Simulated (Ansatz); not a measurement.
AlMo2C:
```cif
data_C2Al2Mo4
_chemical_formula_sum 'Al2 Mo4 C2'
_space_group_name_H-M_alt 'P63/mmc'
_space_group_IT_number 194
_space_group_name_Hall '-P 6c 2c'
_cell_length_a 2.99650
_cell_length_b 2.99650
_cell_length_c 13.39945
_cell_angle_alpha 90.000
_cell_angle_beta 90.000
_cell_angle_gamma 120.000
loop_
_atom_site_label
_atom_site_type_symbol
_atom_site_symmetry_multiplicity
_atom_site_Wyckoff_symbol
_atom_site_fract_x
_atom_site_fract_y
_atom_site_fract_z
_atom_site_occupancy
Al1 Al 2 d 0.66667 0.33333 0.25000 1
Mo1 Mo 4 f 0.33333 0.66667 0.08903 1
C1 C 2 a 0.00000 0.00000 0.00000 1
```

Relaxed at zero pressure with PBEsol in the plane-wave PAW code Ansatz.

The volume is raised by 3 % and shape and atoms relax at that volume. What pressure results, and how do the axes share the change?

-5.8 GPa; a 1.0 %, b 1.0 %, c 0.9 %; the energy rises by 7 meV/atom.

Give the new structure.


Space group P6₃/mmc (No. 194); a = 3.0277 Å, b = 3.0277 Å, c = 13.5181 Å, α = 90.00°, β = 90.00°, γ = 120.00°

```
atom  site  symmetry       x       y       z
----  ----  --------  ------  ------  ------
Al      2d      -6m2  0.6667  0.3333  0.2500
Mo      4f       3m.  0.3333  0.6667  0.0878
C       2a      -3m.  0.0000  0.0000  0.0000
```

The phase is kept; no other phase was compared at this pressure.

Space group P6_3/mmc. The start of the workflow was typed in or built on a structure type; neither database checked (COD, Materials Project) lists it. Its standing as an ambient phase is unchecked. Symmetry was held in the PBEsol relaxation; whether a distortion lowers the energy is not shown. The run is not spin-polarised.

Potentials: the earlier of the program's two PAW sets. The files were generated under PBE; for other functionals the program regenerates the frozen cores, and for LDA and PBEsol the local potential too.
